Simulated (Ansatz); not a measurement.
CsNb(PO$_{4}$)$_{2}$ (space group C2/m)

```xyz
12
Lattice="4.4033 -2.6293 0.0000 4.4033 2.6293 0.0000 -0.4562 0.0000 8.7942" Properties=species:S:1:pos:R:3 pbc="T T T"
Cs     0.0000     0.0000     0.0000
Nb    -0.2281     0.0000     4.3971
P      2.7974     0.0000     6.1129
P      5.5529     0.0000     2.6813
O      4.7075     1.2460     3.0991
O      3.6427    -1.2460     5.6951
O      3.6427     1.2460     5.6951
O      4.7075    -1.2460     3.0991
O      6.7983     0.0000     3.6337
O      1.5520     0.0000     5.1605
O      5.9052     0.0000     1.2376
O      2.4451     0.0000     7.5566
```

The slice is a (100) plane (indices of the conventional cell) through the point (0.000, 0.000, 0.500) (fractional), spanned by u = [1 -1 0] and v = [001] in vectors of this cell: u (5.26 Å) and v (8.81 Å, at 90° to u). It covers one period; positions are fractions (u, v).

Level of theory: PBEsol (plane waves to 420 eV, PAW, scalar-relativistic; Ansatz, a first-principles code). k mesh 6×6×3. Inside the PAW spheres the values are not all-electron values, and peaks at nuclei hang on which shells count as valence. CsNb(PO4)2 is run without spin polarisation. CsNb(PO4)2 was relaxed with its symmetry unable to fall.

Three fields on this plane, each scaled to ten steps between its own extremes (0 low, 9 high; the total valence density on a logarithmic scale, the potential cut 8 eV below its top; x marks points blanked near nuclei; v = 0 in the bottom row):

Map A
```
|xx9865432112345689x|
|x987666532235666789|
|8777887653356788777|
|5567xxx754457xxx765|
|4468xxx765567xxx864|
|34578x87544578x8754|
|2346777654456777643|
|1234555443344555432|
|1123333333333333321|
|3322222222222222223|
|5443211112211112344|
|6665321111111123566|
|8776431111111134677|
|x887542100001245788|
|xx8764210000124678x|
|xxx86421000012468xx|
|xx8764210000124678x|
|x887542100001245788|
|8776431111111134677|
|6665321111111123566|
|5443211112211112344|
|3322222222222222223|
|1123333333333333321|
|1234555443344555432|
|2346777654456777643|
|34578x87544578x8754|
|4468xxx765567xxx864|
|5567xxx754457xxx765|
|8777887653356788777|
|x987666532235666789|
|xx9865432112345689x|
|xxx85443211234458xx|
```

Map B
```
|xx8412210000122148x|
|x862477520025774268|
|6414899840048998414|
|0128xxx851158xxx821|
|0158xxx851158xxx851|
|01699x98511589x9961|
|0158998741147899851|
|0025776421124677520|
|0000222100001222000|
|1100000000000000001|
|7741000001100000147|
|9997300001100003799|
|9999720001100027999|
|x899950000000059998|
|xx8997100000017998x|
|xxx99720000002799xx|
|xx8997100000017998x|
|x899950000000059998|
|9999720001100027999|
|9997300001100003799|
|7741000001100000147|
|1100000000000000001|
|0000222100001222000|
|0025776421124677520|
|0158998741147899851|
|01699x98511589x9961|
|0158xxx851158xxx851|
|0128xxx851158xxx821|
|6414899840048998414|
|x862477520025774268|
|xx8412210000122148x|
|xxx61000000000016xx|
```

Map C
```
|xx0002688888862000x|
|x000025788887520000|
|0000000677776000000|
|0000xxx056650xxx000|
|1220xxx045540xxx022|
|66630x02444420x0366|
|7887514544445415788|
|8888877654456778888|
|7788888766667888887|
|6667888887788888766|
|2245788888888887542|
|0002578999999875200|
|0000267899998762000|
|x000047899998740000|
|xx0003689999863000x|
|xxx00268999986200xx|
|xx0003689999863000x|
|x000047899998740000|
|0000267899998762000|
|0002578999999875200|
|2245788888888887542|
|6667888887788888766|
|7788888766667888887|
|8888877654456778888|
|7887514544445415788|
|66630x02444420x0366|
|1220xxx045540xxx022|
|0000xxx056650xxx000|
|0000000677776000000|
|x000025788887520000|
|xx0002688888862000x|
|xxx00268888886200xx|
```

Task: Assign the maps to these fields: electron localisation function (ELF); valence electron density; electrostatic potential energy of an electron, from the cell's mean.

Result: A is the valence electron density; B is the electron localisation function (ELF); C is the electrostatic potential energy of an electron, from the cell's mean.
